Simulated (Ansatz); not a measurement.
## MnSe (Fm-3m), clamped-ion strain scan

Level of theory: DFT r2SCAN, scalar-relativistic, plane waves, PAW in Ansatz. Settings: plane waves to 500 eV, k-mesh 16×16×16 (Γ-centred), Gaussian smearing 0.15 eV. Collinear spins, started from moments 5.0, 0.2 μB in atom order; the magnetic state may not be the lowest. Energies are free energies at this smearing, counted from the undisturbed cell; pressure is positive in compression.

The starting cell (as given, not relaxed at this level; it stands at 0.8 GPa):

```xyz
2
Lattice="0.0000 2.7240 2.7240 2.7240 0.0000 2.7240 2.7240 2.7240 0.0000" Properties=species:S:1:pos:R:3 pbc="T T T"
Mn    0.0000    0.0000    0.0000
Se    2.7240    2.7240    2.7240
```

The cell is strained by ε times the Voigt pattern (0, 0, 0, 1, 0, 0) (xx, yy, zz, yz, xz, xy; engineering shear) with fractional coordinates fixed. The cell is metallic on the mesh throughout.

| ε | ΔE (meV/atom) |
| --- | --- |
| -0.0400 | 3.9 |
| -0.0200 | 1.0 |
| 0.0000 | 0.0 |
| 0.0100 | 0.2 |
| 0.0300 | 2.2 |

Problem. Predict the stress summed along the pattern (GPa, tension positive) at each point.

Solution.
```tsv
ε	stress summed along the pattern (GPa, tension positive)
-0.0400	-1.55
-0.0200	-0.77
0.0000	0.00
0.0100	0.39
0.0300	1.16
```